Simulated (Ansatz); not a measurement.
Calculation for AlSn: DFT, PBEsol, all-electron LAPW, scalar-relativistic (Ansatz 0.2.0).

The base volume is that of a database entry, so it needn't be at zero pressure; the structure needn't be the stable phase, at rest or compressed.

Command: `ansatz run input.yaml --threads 1 --pin off --max-ram 2048MiB --backend cpu --events-out ev --progress --plain --runs-dir out` It took 20 s on 1 thread of Arm Neoverse V2 (shared host), peak memory 0.31 GiB.

```yaml
crystal:
  lattice:
    - [4.1981056157, 0.0, 0.0]
    - [-2.0990528078, 3.6356661109, 0.0]
    - [0.0, 0.0, 3.306847]
  atoms:
    - { symbol: Al, position: [0.0, 0.0, 0.0] }
    - { symbol: Sn, position: [0.3333333333, 0.6666666667, 0.5] }
kpoints:
  mp_grid: { grid: [10, 10, 11] }
  band_path:
    path:
      - [0.0, 0.0, 0.0]
      - [0.5, 0.0, 0.0]
      - [0.3333333333, 0.3333333333, 0.0]
      - [0.0, 0.0, 0.0]
      - [0.0, 0.0, 0.5]
      - [0.5, 0.0, 0.5]
      - [0.3333333333, 0.3333333333, 0.5]
      - [0.0, 0.0, 0.5]
      - [0.5, 0.0, 0.5]
    npoints: 14
scf:
  occupations: { method: fermi_dirac, width: 0.05 }
hamiltonian:
  xc: pbesol
  pseudopotentials: { kind: all_electron, lapw: { basis_error: 0.001 } }
output:
  forces: true
  stress: true
  eigenvalues: true
  populations: true
```

Output:

```
Al: projections on atomic orbitals take those of the free atom 1s2 2s2 2p6 3s2 3p1, of charge +0.00 (hamiltonian.pseudopotentials.projection_atoms)
Sn: projections on atomic orbitals take those of the free atom 1s2 2s2 2p6 3s2 3p6 3d10 4s2 4p6 4d10 5s2 5p2, of charge +0.00 (hamiltonian.pseudopotentials.projection_atoms)
LAPW: plane waves up to 6.770 Å⁻¹, error target 1.0e-3 eV per atom; small_component_spin mean_spin; Al in spheres of 1.306 Å, 11 of its electrons in bands, Dirac shells []; Sn in spheres of 1.628 Å, 22 of its electrons in bands, Dirac shells [] (how accurate: hamiltonian.pseudopotentials.lapw.basis_error, Limitations)
Engine: ansatz 0.2.0
Pseudopotentials: kind: all_electron
Pseudopotential: Al, LAPW, valence charge 11, lapw/all_electron/scalar/gaussian/Al, Koelling and Harmon's equation, gaussian nucleus
Pseudopotential: Sn, LAPW, valence charge 22, lapw/all_electron/scalar/gaussian/Sn, Koelling and Harmon's equation, gaussian nucleus
Functional definition: PBEsol
  exchange = pbesol_x
  correlation = pbesol_c
Crystal: 2 atoms, lattice volume = 50.472 Å³
Basis set: ecut = 174.62966260095624 eV, 277 PW (Γ), exchange–correlation at level 2
Bands: 21, of which v1, the nominal top of the filled ones, is band 17 counted from 1 (16 counted from 0)
Symmetry: 12 space group operations
Space group: P-6m2 (ITA 187), of the structure as read, at distance tolerance 3.7e-5 Å
k-points: 84 of 1100 (time reversal used)
Non-local potential: Al, projectors of the file, none
Non-local potential: Sn, projectors of the file, none
Initial density: superposition of atomic densities (chi_scale 0.1, normalization cell, long waves kept (reshape's long-wave potential 0.00 eV rms))
Initial wavefunctions: plane waves of lowest kinetic energy (no species holds an atomic orbital)
Functional: x = pbesol(κ = 0.804, μ = 0.12345679012345678), c = pbesol(β = 0.046)
iter 1 solved again at ethr=2.76e-4 eV; its pass at ethr=1.00e-1 eV (dr2=9.12e-2 eV) is discarded
SCF iter   1: F=—  HF=-174609.267354 eV  |F-HF|=—  |Δ(HF+E_count)|=         —  Δρ=1.21e-2  dr2=9.20e-2  ethr=2.76e-4  ⟨swp⟩=3.0  Hψ=12082  notcnv=0
preconditioner: auto → none  [metal: Δε(μ)=0.075 eV  Ē_g=18.074 eV  σ=0.050 eV  W_gap=0.32  n_scr=8 (ndim 8)  ℏωp=21.6 eV  f_vac=0.000  D(μ)=0.74/eV (n_scr^D=0)  sad-step TF]
SCF iter   2: F=—  HF=-174609.238217 eV  |F-HF|=—  |Δ(HF+E_count)|=   2.91e-2  Δρ=8.67e-3  dr2=6.03e-2  ethr=2.76e-4  ⟨swp⟩=2.0  Hψ=5104  notcnv=0
iter 3 solved again at ethr=8.08e-6 eV; its pass at ethr=1.83e-4 eV (dr2=2.67e-3 eV) is discarded
SCF iter   3: F=—  HF=-174609.226578 eV  |F-HF|=—  |Δ(HF+E_count)|=   1.16e-2  Δρ=1.89e-3  dr2=2.67e-3  ethr=8.08e-6  ⟨swp⟩=2.0  Hψ=9027  notcnv=0
SCF iter   4: F=—  HF=-174609.222071 eV  |F-HF|=—  |Δ(HF+E_count)|=         —  Δρ=4.48e-4  dr2=1.34e-4  ethr=8.08e-6  ⟨swp⟩=2.3  Hψ=5104  notcnv=0
the basis was enlarged: its passes take 63.2 KiB over the memory plan, 1 of 1 planned eigensolver slots
SCF iter   5: F=—  HF=-174609.222097 eV  |F-HF|=—  |Δ(HF+E_count)|=   2.56e-5  Δρ=1.13e-4  dr2=7.73e-6  ethr=4.07e-7  ⟨swp⟩=2.0  Hψ=5079  notcnv=0
SCF iter   6: F=—  HF=-174609.222098 eV  |F-HF|=—  |Δ(HF+E_count)|=   1.65e-6  Δρ=1.23e-5  dr2=9.37e-8  ethr=2.34e-8  ⟨swp⟩=2.9  Hψ=5235  notcnv=0
SCF iter   7: F=-174609.222098 eV  HF=-174609.222098 eV  |F-HF|=1.22e-9  |Δ(HF+E_count)|=   9.27e-8  Δρ=2.33e-6  dr2=2.27e-9  ethr=2.84e-10  ⟨swp⟩=2.8  Hψ=5204  notcnv=0
SCF 1 converged in 7 iterations: F = -174609.222098 eV  dr2 = 2.27e-9
NSCF: frozen V_eff on 113 k-points
SCF converged after 7 iterations
Free energy (F): -174609.222098 eV
Harris-Foulkes:  -174609.222098 eV  (|F-HF|=1.22e-9)
Internal energy: -174609.215685 eV  (E = F + TS)
E sigma→0 (E₀):  -174609.218892 eV
Entropy (-TS):   -0.006413 eV (-3.207 meV/atom)
Fermi energy:    9.946192 eV
--- Per-component energies (eV) ---
  E_band       = -1276.897970
  E_kinetic    = 183295.541348
  E_xc         = -4914.756542
  E_electrostatic = -352990.000491  (all electrons and nuclei)
  E_smearing   = -0.006413  (= −TS)
  E_closure    = 0.000000  (closes the sum)
  E_atoms      = -174601.286663  (free atoms, spherical and without spin; not in F)
  Σ components = -174609.222098   (vs F -174609.222098, Δ=0.00e0)
  Basis errors (estimates in eV, not in F): energy 3.6e-4 per atom: plane waves 3.1e-4 (1.7e-4 summed), levels above the bands 4.6e-57, relativity 7.6e-9, radial functions 4.5e-5, core shells 5.1e-10; eigenvalues (radial functions only) 2.0e-6; not estimated: angular momenta, meshes, grids; target (lapw.basis_error) 1.0e-3; muffin-tin radii Al 1.306 Å, Sn 1.628 Å
--- Forces (eV/Å), atoms counted from 1 ---
  atom   1  Al     0.00000000     0.00000000     0.00000000
  atom   2  Sn    -0.00000000    -0.00000000     0.00000000
  max |Σ_I F_I| component: 6.94e-18 eV/Å
--- Stress (GPa, compression-positive) ---
       -1.923394       0.000000       0.000000
        0.000000      -1.923394       0.000000
        0.000000       0.000000      -2.163585
  P = ⅓ Tr σ = -2.0035 GPa (-20.035 kbar)
--- Band table (eV; the first three rows and the last of 84) ---
  k-point 0: bands = ["-119.0713", "-93.3529", "-74.9191", "-74.8957", "-74.8957", "-55.0380", "-55.0345", "-55.0345", "-11.3379", "-11.2229", "-11.2229", "-11.2091", "-11.2091", "-0.4902", "9.7582", "9.7582", "10.6585", "12.5663", "13.1061", "13.1061", "15.1366"]
  k-point 1: bands = ["-119.0713", "-93.3528", "-74.9193", "-74.8957", "-74.8957", "-55.0382", "-55.0345", "-55.0345", "-11.3237", "-11.2223", "-11.2223", "-11.2143", "-11.2143", "-0.3745", "9.8799", "9.8799", "10.5489", "11.4493", "13.1981", "13.1981", "15.8745"]
  k-point 2: bands = ["-119.0713", "-93.3528", "-74.9198", "-74.8956", "-74.8956", "-55.0385", "-55.0345", "-55.0345", "-11.2856", "-11.2284", "-11.2284", "-11.2204", "-11.2204", "-0.0271", "9.0304", "10.2402", "10.2402", "11.2734", "13.4653", "13.4653", "16.2563"]
  k-point 83: bands = ["-119.0713", "-93.3528", "-74.9213", "-74.8956", "-74.8956", "-55.0396", "-55.0344", "-55.0344", "-11.2837", "-11.2800", "-11.2088", "-11.2022", "-11.1491", "4.2906", "6.4049", "6.6459", "7.9630", "8.9321", "10.5731", "17.1808", "17.5642"]
--- Löwdin populations: 2 sites ---
  site symbol       q [e]
     0     Al     13.0221
     1     Sn     49.9197
  spilling = 0.000923 (of n_electrons = 63.000000)
```

populations.tsv:

```
# site	symbol	l	j	q
# orbitals = lowdin
# n_electrons = 63.000000
# spilling = 0.000923
# projection_atom_Al: 1s2 2s2 2p6 3s2 3p1
# projection_atom_Sn: 1s2 2s2 2p6 3s2 3p6 3d10 4s2 4p6 4d10 5s2 5p2
0	Al	0_1S	-	1.999881
0	Al	0_2S	-	1.990060
0	Al	0_3S	-	1.158200
0	Al	1_2P	-	5.997267
0	Al	1_3P	-	1.876728
1	Sn	0_1S	-	1.999998
1	Sn	0_2S	-	1.999917
1	Sn	0_3S	-	1.998728
1	Sn	0_4S	-	1.983534
1	Sn	0_5S	-	1.447386
1	Sn	1_2P	-	5.999999
1	Sn	1_3P	-	5.999932
1	Sn	1_4P	-	5.993373
1	Sn	1_5P	-	2.506965
1	Sn	2_3D	-	9.999997
1	Sn	2_4D	-	9.989896
```

Next run (volume at 0.8 of the series' base cell), as changes to the input before:

```diff
   lattice:
-    - [4.1981056157, 0.0, 0.0]
-    - [-2.0990528078, 3.6356661109, 0.0]
-    - [0.0, 0.0, 3.306847]
+    - [3.8971760296, 0.0, 0.0]
+    - [-1.9485880148, 3.3750534446, 0.0]
+    - [0.0, 0.0, 3.0698048219]
   atoms:
-    npoints: 14
+    npoints: 6
 scf:
```

Results part of the output:

```
SCF 1 converged in 7 iterations: F = -174608.898884 eV  dr2 = 2.06e-9
NSCF: frozen V_eff on 49 k-points
SCF converged after 7 iterations
Free energy (F): -174608.898884 eV
Harris-Foulkes:  -174608.898884 eV  (|F-HF|=9.31e-10)
Internal energy: -174608.890705 eV  (E = F + TS)
E sigma→0 (E₀):  -174608.894795 eV
Entropy (-TS):   -0.008178 eV (-4.089 meV/atom)
Fermi energy:    13.382620 eV
--- Per-component energies (eV) ---
  E_band       = -1169.032229
  E_kinetic    = 183308.640803
  E_xc         = -4918.446427
  E_electrostatic = -352999.085082  (all electrons and nuclei)
  E_smearing   = -0.008178  (= −TS)
  E_closure    = 0.000000  (closes the sum)
  E_atoms      = -174601.286663  (free atoms, spherical and without spin; not in F)
  Σ components = -174608.898884   (vs F -174608.898884, Δ=0.00e0)
  Basis errors (estimates in eV, not in F): energy 3.4e-4 per atom: plane waves 3.1e-4 (1.7e-4 summed), levels above the bands 1.0e-61, relativity 8.5e-9, radial functions 3.5e-5, core shells 4.6e-9; eigenvalues (radial functions only) 1.5e-6; not estimated: angular momenta, meshes, grids; target (lapw.basis_error) 1.0e-3; muffin-tin radii Al 1.219 Å, Sn 1.505 Å
--- Forces (eV/Å), atoms counted from 1 ---
  atom   1  Al    -0.00000000     0.00000000    -0.00000000
  atom   2  Sn     0.00000000     0.00000000     0.00000000
  max |Σ_I F_I| component: 2.37e-17 eV/Å
--- Stress (GPa, compression-positive) ---
       14.925783       0.000000       0.000000
        0.000000      14.925783       0.000000
        0.000000       0.000000      16.784136
  P = ⅓ Tr σ = 15.5452 GPa (155.452 kbar)
--- Band table (eV; the first three rows and the last of 84) ---
  k-point 0: bands = ["-115.7328", "-89.7676", "-71.5981", "-71.5581", "-71.5581", "-51.4507", "-51.4448", "-51.4448", "-8.1756", "-7.9488", "-7.9488", "-7.9083", "-7.9083", "1.3492", "13.0901", "13.0901", "15.3453", "16.4927", "16.6834", "16.6834", "18.9913"]
  k-point 1: bands = ["-115.7327", "-89.7676", "-71.5987", "-71.5581", "-71.5581", "-51.4511", "-51.4448", "-51.4448", "-8.1478", "-7.9474", "-7.9474", "-7.9193", "-7.9193", "1.4851", "13.2409", "13.2409", "14.8715", "15.4865", "16.7920", "16.7920", "19.5020"]
  k-point 2: bands = ["-115.7327", "-89.7675", "-71.6002", "-71.5580", "-71.5580", "-51.4521", "-51.4447", "-51.4447", "-8.0730", "-7.9500", "-7.9500", "-7.9425", "-7.9425", "1.8945", "12.5419", "13.6857", "13.6857", "15.8026", "17.1132", "17.1132", "19.8771"]
  k-point 83: bands = ["-115.7324", "-89.7673", "-71.6051", "-71.5578", "-71.5577", "-51.4555", "-51.4446", "-51.4446", "-8.0715", "-8.0622", "-7.9175", "-7.9011", "-7.7971", "7.5083", "9.2346", "9.4574", "11.4959", "11.7752", "13.7022", "21.5953", "22.3326"]
--- Löwdin populations: 2 sites ---
  site symbol       q [e]
     0     Al     13.0063
     1     Sn     49.9230
  spilling = 0.001121 (of n_electrons = 63.000000)
```

Next run (volume at 0.75 of the series' base cell), as changes to the input before:

```diff
   lattice:
-    - [3.8971760296, 0.0, 0.0]
-    - [-1.9485880148, 3.3750534446, 0.0]
-    - [0.0, 0.0, 3.0698048219]
+    - [3.8142320826, 0.0, 0.0]
+    - [-1.9071160413, 3.3032218794, 0.0]
+    - [0.0, 0.0, 3.0044698905]
   atoms:
```

Results part of the output:

```
SCF 1 converged in 7 iterations: F = -174608.589098 eV  dr2 = 1.93e-9
NSCF: frozen V_eff on 49 k-points
SCF converged after 7 iterations
Free energy (F): -174608.589098 eV
Harris-Foulkes:  -174608.589098 eV  (|F-HF|=8.73e-10)
Internal energy: -174608.581902 eV  (E = F + TS)
E sigma→0 (E₀):  -174608.585500 eV
Entropy (-TS):   -0.007196 eV (-3.598 meV/atom)
Fermi energy:    14.512568 eV
--- Per-component energies (eV) ---
  E_band       = -1134.142463
  E_kinetic    = 183313.712846
  E_xc         = -4919.670353
  E_electrostatic = -353002.624395  (all electrons and nuclei)
  E_smearing   = -0.007196  (= −TS)
  E_closure    = 0.000000  (closes the sum)
  E_atoms      = -174601.286663  (free atoms, spherical and without spin; not in F)
  Σ components = -174608.589098   (vs F -174608.589098, Δ=0.00e0)
  Basis errors (estimates in eV, not in F): energy 3.5e-4 per atom: plane waves 3.1e-4 (1.7e-4 summed), levels above the bands 4.0e-63, relativity 8.6e-9, radial functions 3.6e-5, core shells 9.5e-9; eigenvalues (radial functions only) 1.6e-6; not estimated: angular momenta, meshes, grids; target (lapw.basis_error) 1.0e-3; muffin-tin radii Al 1.194 Å, Sn 1.472 Å
--- Forces (eV/Å), atoms counted from 1 ---
  atom   1  Al    -0.00000000     0.00000000    -0.00000000
  atom   2  Sn     0.00000000    -0.00000000     0.00000000
  max |Σ_I F_I| component: 2.43e-17 eV/Å
--- Stress (GPa, compression-positive) ---
       23.189488       0.000000       0.000000
        0.000000      23.189488       0.000000
        0.000000       0.000000      26.327959
  P = ⅓ Tr σ = 24.2356 GPa (242.356 kbar)
--- Band table (eV; the first three rows and the last of 84) ---
  k-point 0: bands = ["-114.6612", "-88.5991", "-70.5329", "-70.4873", "-70.4873", "-50.2808", "-50.2752", "-50.2752", "-7.1763", "-6.9038", "-6.9038", "-6.8496", "-6.8496", "1.9630", "14.1969", "14.1969", "16.7834", "17.7850", "17.8602", "17.8602", "20.2715"]
  k-point 1: bands = ["-114.6612", "-88.5991", "-70.5336", "-70.4873", "-70.4873", "-50.2813", "-50.2752", "-50.2752", "-7.1429", "-6.9021", "-6.9021", "-6.8633", "-6.8633", "2.1050", "14.3578", "14.3578", "16.0318", "17.0312", "17.9729", "17.9729", "20.6874"]
  k-point 2: bands = ["-114.6611", "-88.5990", "-70.5358", "-70.4871", "-70.4871", "-50.2827", "-50.2751", "-50.2751", "-7.0531", "-6.9017", "-6.9017", "-6.8953", "-6.8953", "2.5333", "13.6491", "14.8316", "14.8316", "17.3234", "18.3073", "18.3073", "21.0565"]
  k-point 83: bands = ["-114.6607", "-88.5987", "-70.5426", "-70.4869", "-70.4868", "-50.2872", "-50.2750", "-50.2749", "-7.0519", "-7.0401", "-6.8649", "-6.8439", "-6.7180", "8.5137", "10.1417", "10.4679", "12.6831", "12.7221", "14.7381", "23.0004", "23.8405"]
--- Löwdin populations: 2 sites ---
  site symbol       q [e]
     0     Al     13.0029
     1     Sn     49.9228
  spilling = 0.001180 (of n_electrons = 63.000000)
```

Next run (volume at 0.65 of the series' base cell), as changes to the input before:

```diff
   lattice:
-    - [3.8142320826, 0.0, 0.0]
-    - [-1.9071160413, 3.3032218794, 0.0]
-    - [0.0, 0.0, 3.0044698905]
+    - [3.6365632526, 0.0, 0.0]
+    - [-1.8182816263, 3.1493561592, 0.0]
+    - [0.0, 0.0, 2.8645201868]
   atoms:
```

Results part of the output:

```
SCF 1 converged in 6 iterations: F = -174607.433134 eV  dr2 = 2.25e-8
NSCF: frozen V_eff on 49 k-points
SCF converged after 6 iterations
Free energy (F): -174607.433134 eV
Harris-Foulkes:  -174607.433134 eV  (|F-HF|=8.03e-9)
Internal energy: -174607.425350 eV  (E = F + TS)
E sigma→0 (E₀):  -174607.429242 eV
Entropy (-TS):   -0.007784 eV (-3.892 meV/atom)
Fermi energy:    17.293503 eV
--- Per-component energies (eV) ---
  E_band       = -1050.559624
  E_kinetic    = 183327.217303
  E_xc         = -4922.646089
  E_electrostatic = -353011.996565  (all electrons and nuclei)
  E_smearing   = -0.007784  (= −TS)
  E_closure    = 0.000000  (closes the sum)
  E_atoms      = -174601.286663  (free atoms, spherical and without spin; not in F)
  Σ components = -174607.433134   (vs F -174607.433134, Δ=0.00e0)
  Basis errors (estimates in eV, not in F): energy 3.5e-4 per atom: plane waves 3.1e-4 (1.7e-4 summed), levels above the bands 2.8e-65, relativity 1.0e-8, radial functions 4.2e-5, core shells 4.5e-8; eigenvalues (radial functions only) 1.5e-6; not estimated: angular momenta, meshes, grids; target (lapw.basis_error) 1.0e-3; muffin-tin radii Al 1.142 Å, Sn 1.400 Å
--- Forces (eV/Å), atoms counted from 1 ---
  atom   1  Al    -0.00000000     0.00000000     0.00000000
  atom   2  Sn     0.00000000     0.00000000     0.00000000
  max |Σ_I F_I| component: 4.63e-17 eV/Å
--- Stress (GPa, compression-positive) ---
       49.220833       0.000000       0.000000
        0.000000      49.220833       0.000000
        0.000000       0.000000      57.444178
  P = ⅓ Tr σ = 51.9619 GPa (519.619 kbar)
--- Band table (eV; the first three rows and the last of 84) ---
  k-point 0: bands = ["-112.1106", "-85.7935", "-67.9987", "-67.9393", "-67.9393", "-47.4703", "-47.4669", "-47.4669", "-4.8318", "-4.4273", "-4.4273", "-4.3291", "-4.3291", "3.4785", "16.9081", "16.9081", "20.0523", "20.7352", "20.7352", "20.9306", "23.3588"]
  k-point 1: bands = ["-112.1105", "-85.7934", "-68.0003", "-67.9392", "-67.9392", "-47.4713", "-47.4668", "-47.4668", "-4.7824", "-4.4244", "-4.4244", "-4.3506", "-4.3506", "3.6346", "17.0950", "17.0950", "18.8249", "20.7015", "20.8549", "20.8549", "23.5832"]
  k-point 2: bands = ["-112.1102", "-85.7932", "-68.0046", "-67.9389", "-67.9389", "-47.4741", "-47.4666", "-47.4666", "-4.6494", "-4.4182", "-4.4182", "-4.4062", "-4.4062", "4.1067", "16.3154", "17.6426", "17.6426", "20.9941", "21.2131", "21.2131", "23.9247"]
  k-point 83: bands = ["-112.1094", "-85.7925", "-68.0185", "-67.9384", "-67.9383", "-47.4827", "-47.4664", "-47.4662", "-4.6484", "-4.6289", "-4.3659", "-4.3304", "-4.1416", "10.8695", "12.3644", "13.0428", "15.0051", "15.6501", "17.2804", "26.3537", "27.3966"]
--- Löwdin populations: 2 sites ---
  site symbol       q [e]
     0     Al     13.0007
     1     Sn     49.9163
  spilling = 0.001317 (of n_electrons = 63.000000)
```

Spin–orbit coupling is left out, which matters for the heavy atoms.
